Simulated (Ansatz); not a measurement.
GaNi:
```
CELL_PARAMETERS angstrom
      2.87780     0.00000     0.00000
      0.00000     2.87780     0.00000
      0.00000     0.00000     2.87780
ATOMIC_POSITIONS crystal
  Ni 0.50000 0.50000 0.50000
  Ga 0.00000 0.00000 0.00000
```

Relaxed with r²SCAN.

Question: Map the electron localisation function on the plane through (0.500, 0.500, 0.500) spanned by u = [1, 0, 0] and v = [0, 1, 1] in lattice vectors, from plane-wave PAW r²SCAN (Ansatz code).

Answer: x is the fraction of u, y of v (the angle between them is 90°; rows are the nearest grid lines); atoms in the plane: Ni at (0.00, 0.00), Ga at (0.50, 0.50).
```
|76432112221123467|
|65432112321123456|
|44322123332122344|
|33222223332222233|
|22222333333322222|
|12223332223332221|
|22333222222233322|
|33332221112223333|
|33322210001222333|
|33222100000122233|
|33222100900122233|
|33222100000122233|
|33322210001222333|
|33332221112223333|
|22333222222233322|
|12223332223332221|
|22222333333322222|
|33222223332222233|
|44322123332122344|
|65432112321123456|
|76432112221123467|
```
Scale: ten equal steps from -0.031 (start of '0') to 1.00 (end of '9'), in the order '0123456789'; x runs from 0.000 to 1.00, y from 0.000 (bottom) to 1.00 (top).

The density is the valence pseudo-density with augmentation charge, so density and ELF within about 1 Å of a nucleus are not all-electron values.

Space group Pm-3m (CsCl type). The workflow started from an entry of the Crystallography Open Database (COD). Its standing as an ambient phase is unchecked. The r²SCAN relaxation kept the symmetry of its start; its stability against distortions is not shown here. The workflow began spin-polarised and lost its moments.

Potentials: the later of the program's two PAW sets.
